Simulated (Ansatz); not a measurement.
Ru:
```cif
data_Ru2
_chemical_formula_sum 'Ru2'
_space_group_name_H-M_alt 'P63/mmc'
_space_group_IT_number 194
_space_group_name_Hall '-P 6c 2c'
_cell_length_a 2.69854
_cell_length_b 2.69854
_cell_length_c 4.25732
_cell_angle_alpha 90.000
_cell_angle_beta 90.000
_cell_angle_gamma 120.000
loop_
_atom_site_label
_atom_site_type_symbol
_atom_site_symmetry_multiplicity
_atom_site_Wyckoff_symbol
_atom_site_fract_x
_atom_site_fract_y
_atom_site_fract_z
_atom_site_occupancy
Ru1 Ru 2 d 0.66667 0.33333 0.25000 1
```

Relaxed at zero pressure with the program Ansatz at the r²SCAN+D4 level (PAW).

Q: The volume is lowered by 9 % and shape and atoms relax at that volume. What pressure results, and how do the axes share the change?

A: 40.6 GPa; a -3.2 %, b -3.2 %, c -2.8 %; the energy rises by 140 meV/atom.

Q: Give the new structure.

A: 
Space group P6₃/mmc (No. 194); a = b = 2.611 Å, c = 4.138 Å, α = β = 90.00°, γ = 120.00°

| atom | site | symmetry | x | y | z |
|---|---|---|---|---|---|
| Ru | 2d | -6m2 | 0.6667 | 0.3333 | 0.2500 |

The phase is kept; no other phase was compared at this pressure.

Space group P6_3/mmc (hcp (Mg type)). Symmetry was held in the r²SCAN+D4 relaxation. The run is not spin-polarised. The pairwise dispersion correction was not fitted to metals. Axis ratios of metals converge slowly with the k-mesh, so a and c are less sure than the volume.

Potentials: the later of the program's two PAW sets.
